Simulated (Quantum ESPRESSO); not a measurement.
## Band energies of Ca2Si at +1 % isotropic strain

```
Ca2Si
1.0
    0.00000     3.57962     3.57962
    3.57962     0.00000     3.57962
    3.57962     3.57962     0.00000
Si Ca
1 2
Direct
  0.00000   0.00000   0.00000
  0.75000   0.75000   0.75000
  0.25000   0.25000   0.25000
```

PBEsol (pw.x of Quantum ESPRESSO, ONCV potentials, no spin-orbit coupling); path ΓXWKΓLUWLK,UX; energies in eV from the valence-band maximum.

| k (1/Å) | point | band 8 | band 9 | band 10 | band 11 | band 12 | band 13 | band 14 | band 15 |
|---|---|---|---|---|---|---|---|---|---|
| 0.00 | Γ | -21.43 | -6.53 | -0.37 | -0.37 | -0.37 | 1.71 | 1.87 | 1.87 |
| 0.44 |  | -21.42 | -6.11 | -1.43 | -0.18 | -0.18 | 1.49 | 2.21 | 2.85 |
| 0.88 | X | -21.39 | -5.62 | -1.93 | 0.00 | 0.00 | 0.51 | 1.67 | 2.64 |
| 1.32 | W | -21.40 | -5.61 | -1.20 | -1.20 | -0.33 | 1.13 | 2.61 | 2.61 |
| 1.47 |  | -21.40 | -5.63 | -1.46 | -0.96 | -0.19 | 1.06 | 2.43 | 2.75 |
| 1.63 | K | -21.40 | -5.63 | -1.56 | -0.91 | 0.00 | 0.96 | 2.35 | 2.81 |
| 1.94 |  | -21.41 | -5.86 | -1.51 | -0.71 | -0.07 | 1.73 | 2.43 | 3.00 |
| 2.45 |  | -21.43 | -6.50 | -0.50 | -0.36 | -0.36 | 1.88 | 1.88 | 1.91 |
| 2.56 | Γ | -21.43 | -6.53 | -0.37 | -0.37 | -0.37 | 1.71 | 1.87 | 1.87 |
| 2.88 |  | -21.44 | -6.29 | -1.15 | -0.25 | -0.25 | 2.00 | 2.00 | 2.85 |
| 3.32 | L | -21.50 | -5.83 | -1.92 | -0.06 | -0.06 | 2.42 | 2.42 | 2.64 |
| 3.75 |  | -21.40 | -5.67 | -1.50 | -0.99 | -0.01 | 1.15 | 2.54 | 2.82 |
| 3.86 | U | -21.40 | -5.63 | -1.56 | -0.91 | 0.00 | 0.96 | 2.35 | 2.81 |
| 4.17 | W | -21.40 | -5.61 | -1.20 | -1.20 | -0.33 | 1.13 | 2.61 | 2.61 |
| 4.25 |  | -21.40 | -5.63 | -1.26 | -1.16 | -0.28 | 1.15 | 2.62 | 2.64 |
| 4.61 |  | -21.46 | -5.79 | -1.83 | -0.34 | -0.05 | 1.94 | 2.50 | 2.90 |
| 4.79 | L | -21.50 | -5.83 | -1.92 | -0.06 | -0.06 | 2.42 | 2.42 | 2.64 |
| 4.94 |  | -21.46 | -5.80 | -1.85 | -0.28 | -0.05 | 2.02 | 2.49 | 2.83 |
| 5.25 |  | -21.40 | -5.65 | -1.49 | -1.00 | -0.01 | 1.08 | 2.48 | 2.83 |
| 5.32 | K | -21.40 | -5.63 | -1.56 | -0.91 | 0.00 | 0.96 | 2.35 | 2.81 |
| 5.32 | U | -21.40 | -5.63 | -1.56 | -0.91 | 0.00 | 0.96 | 2.35 | 2.81 |
| 5.63 | X | -21.39 | -5.62 | -1.93 | 0.00 | 0.00 | 0.51 | 1.67 | 2.64 |

The PBEsol gap is direct, 0.51 eV at X. Another valence extremum on the path lies within 0.02 eV, too close to call.

Geometry strained from the cell relaxed with PBEsol, atoms relaxed again.

The structure is a Materials Project entry; no match was found in the copy of COD used, and its stability was not checked.
